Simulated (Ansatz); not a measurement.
**Is this In2Ga3P5 structure a true minimum?**

It was reached by relaxing an invented guess, and it needn't be the stable form of this composition.

Level of theory: Ansatz, DFT PBE, scalar-relativistic, plane waves, PAW. Plane waves to 420 eV, a k mesh through Γ of 10×10×10 on the computed 10-atom cell and Gaussian smearing (0.02 eV); no spin polarisation.

The cell below (10 atoms, space group I-4m2 (No. 119)) is relaxed within its symmetry.

```
In Ga P
1.0
    -2.00456    2.00456   14.30617
     2.00456   -2.00456   14.30617
     2.00456    2.00456  -14.30617
In Ga P
2 3 5
Direct
  0.39846 0.39846 0.00000
  0.60154 0.60154 0.00000
  0.79697 0.79697 0.00000
  0.00000 0.00000 0.00000
  0.20303 0.20303 0.00000
  0.34345 0.84345 0.50000
  0.95346 0.45346 0.50000
  0.54654 0.04654 0.50000
  0.15655 0.65655 0.50000
  0.75000 0.25000 0.50000
```

For the test it was strained at random (σ = 1.5 % a component), the atoms were moved at random (σ = 0.10 Å), and all was relaxed again on a coarse 4×4×4 mesh (in the run’s order of axes) with 0.10 eV smearing, with no symmetry imposed.

Question: Is the structure stable against such a distortion?

Answer: It returns, within 1 meV/atom of the unmoved cell on that mesh and with the same symmetry when read at 0.1 Å. No instability shows in this cell; modes of other wave vectors, which need another repeat, aren't tested.
